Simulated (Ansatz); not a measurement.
Convergence of TiZn₃ with the k-point mesh

Method: Ansatz, DFT r2SCAN, scalar-relativistic, plane waves, PAW.

```xyz
4
Lattice="3.9322 0.0000 0.0000 0.0000 3.9322 0.0000 0.0000 0.0000 3.9322" Properties=species:S:1:pos:R:3 pbc="T T T"
Ti    0.0000    0.0000    0.0000
Zn    0.0000    1.9661    1.9661
Zn    1.9661    0.0000    1.9661
Zn    1.9661    1.9661    0.0000
```

```
plane-wave cutoff : 500 eV
occupation rule   : Gaussian smearing, 0.1 eV
spin treatment    : unpolarised
```

The atoms are held and the k-point mesh is swept. Energies are extrapolated to zero smearing and count from the reference run, 16×16×16. The cell isn't necessarily relaxed at this level. The meshes are Γ-centred. Pressure is positive in compression.

Tried: 1×1×1, 2×2×2, 4×4×4, 6×6×6, 8×8×8, 10×10×10, 12×12×12, 14×14×14, 16×16×16. From which k-point mesh on does the energy per atom stay within 100, 10 and 1 meV of the reference?

2×2×2 for 100 meV, 6×6×6 for 10 meV, 12×12×12 for 1 meV. The reference itself isn't shown to be converged.

| mesh | ΔE (meV/atom) | P (GPa) | irreducible points |
| --- | --- | --- | --- |
| 1×1×1 | 1944 | 8.30 | 1 |
| 2×2×2 | -3.36 | -4.79 | 4 |
| 4×4×4 | 31.8 | -3.80 | 10 |
| 6×6×6 | 3.83 | -4.26 | 20 |
| 8×8×8 | 2.26 | -4.21 | 35 |
| 10×10×10 | 1.43 | -4.24 | 56 |
| 12×12×12 | 0.53 | -4.26 | 84 |
| 14×14×14 | -0.18 | -4.26 | 120 |
| 16×16×16 | 0.00 | -4.27 | 165 |